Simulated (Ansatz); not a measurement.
Input:

YSi:
Space group P6/mmm (No. 191); a = b = 6.9592 Å, c = 4.0940 Å, α = β = 90.00°, γ = 120.00°

```
atom  site  symmetry       x       y       z
----  ----  --------  ------  ------  ------
Y       3f       mmm  0.0000  0.5000  0.0000
Si      1a     6/mmm  0.0000  0.0000  0.0000
Si      2d      -6m2  0.3333  0.6667  0.5000
```

This is the PBE-relaxed structure.

All from PBE (plane waves, PAW; program Ansatz), unless another level is named. Give the electronic character.

metallic (no gap).

Predict the formation energy from the elements (no fitted shifts).

-0.063 eV/atom.

Give the density of states at the Fermi level.

0.74 states/eV per atom (mean over ±0.08 eV).

A made-up cell: these elements were put on the sites of a structure type; neither database checked (COD, Materials Project) lists it. Its standing as an ambient phase is unchecked. The cell was relaxed with PBE under the symmetry of its start; its stability against distortions is not shown here. No spin polarisation was allowed. The references are the lowest solids computed at this level, not always the standard phases. Spin–orbit coupling is left out wherever it is not named.

Potentials: the later of the program's two PAW sets.
